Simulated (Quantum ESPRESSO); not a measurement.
# Computed NMR tensors in MgS

```yaml
crystal:
  lattice:
    - [0.00000, 2.60165, 2.60165]
    - [2.60165, 0.00000, 2.60165]
    - [2.60165, 2.60165, 0.00000]
  atoms:
    - { symbol: Mg, position: [0.00000, 0.00000, 0.00000] }
    - { symbol: S, position: [0.50000, 0.50000, 0.50000] }
```
The cell was made here from an entry of the Crystallography Open Database (unchecked): atoms relaxed with PBE in the measured cell (PBE without dispersion, pw.x of a modified build of Quantum ESPRESSO, symmetry kept).  Stability against distortions was not tested.

These are absolute shieldings with no macroscopic susceptibility term; δ = σ_ref − σ needs a reference computed alike. By our sweeps, such settings leave a few ppm in absolute σ. No d partial waves on Mg, S: the paramagnetic term there is incompletely reconstructed.

**Question.** What do the calculations give at each independent site (shieldings by PBE GIPAW (Quantum ESPRESSO, JTH PAW datasets), 20 Ha, k-mesh 6×6×6 shifted, f-sum rule met within 0.016 %)?

**Answer.** 
| site | site symmetry | σ_iso (ppm) |
|---|---|---|
| Mg (atom 1) | m-3m | 561 |
| S (atom 2) | m-3m | 587 |
